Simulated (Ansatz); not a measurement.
From the elastic tensor of Al5Ni2Pd3 to moduli and sound speeds

These are results of Ansatz 0.2.0, DFT PBE, scalar-relativistic, plane waves, PAW, not measurements. Cutoff 420 eV, 12×12×4 k-points (Γ-centred), Fermi-Dirac smearing of 0.15 eV. No spin polarisation.

Space group P4/mmm (No. 123), tetragonal, a = 2.984 Å, c = 15.269 Å. Al on a site of symmetry 4mm has 4 Ni at 2.52 Å, 4 Pd at 2.66 Å, 1 Al at 2.79 Å, 4 Al at 2.98 Å and 1 Al at 3.23 Å; around Al on a second site of symmetry 4mm lie 4 Ni at 2.53 Å, 4 Pd at 2.66 Å, 1 Al at 2.79 Å, 4 Al at 2.98 Å and 1 Al at 3.23 Å; around Al on a site of symmetry 4/mmm lie 8 Pd at 2.65 Å, 4 Al at 2.98 Å and 2 Al at 3.23 Å; around Ni lie 8 Al at 2.52–2.53 Å, 4 Ni at 2.98 Å and 2 Pd at 3.00–3.03 Å; Pd on a site of symmetry 4/mmm has 8 Al at 2.66 Å, 4 Pd at 2.98 Å and 2 Ni at 3.00 Å; around Pd on a site of symmetry 4mm lie 8 Al at 2.65–2.66 Å, 4 Pd at 2.98 Å, 1 Ni at 3.03 Å and 1 Pd at 3.22 Å.

It was reached by relaxing an invented guess, and it needn't be the stable form of this composition. In a metal, frequencies and elastic constants depend on the k mesh and the smearing, soft modes and shear constants most.

Relaxed-ion constants (GPa, on the Cartesian axes of the calculation):
```
196.2 129.9 140.1   0.0   0.0   0.0
129.9 196.2 140.1   0.0   0.0   0.0
140.1 140.1 187.0   0.0   0.0   0.0
  0.0   0.0   0.0  91.7   0.0   0.0
  0.0   0.0   0.0   0.0  91.7   0.0
  0.0   0.0   0.0   0.0   0.0  89.2
```

Density 6.980 g/cm³; 10 atoms in 135.98 Å³.

With S = C⁻¹: B_V = (C11+C22+C33+2(C12+C13+C23))/9, G_V = (C11+C22+C33−C12−C13−C23+3(C44+C55+C66))/15, 1/B_R = S11+S22+S33+2(S12+S13+S23), 15/G_R = 4(S11+S22+S33−S12−S13−S23)+3(S44+S55+S66); Hill is their mean. Then v_l = √((B+4G/3)/ρ), v_t = √(G/ρ), v_m = [(2/v_t³+1/v_l³)/3]^(−1/3) and Θ = (ħ/k_B)·v_m·(6π²n/V)^(1/3) for n atoms in the volume V; E = 9BG/(3B+G), ν = (3B−2G)/(2(3B+G)) and A^U = 5G_V/G_R + B_V/B_R − 6.

| Item | Value |
| --- | --- |
| Bulk modulus, Voigt / Reuss / Hill | 155.5 / 155.5 / 155.5 GPa |
| Shear modulus, Voigt / Reuss / Hill | 65.8 / 47.1 / 56.5 GPa |
| Young's modulus | 151 GPa |
| Poisson ratio | 0.338 |
| Pugh ratio B/G | 2.75 (over 1.75, the rule of thumb for ductile) |
| Universal anisotropy index | 1.98 |
| Longitudinal and transverse sound speeds | 5751 and 2845 m/s |
| Debye temperature from the mean sound speed | 398 K |
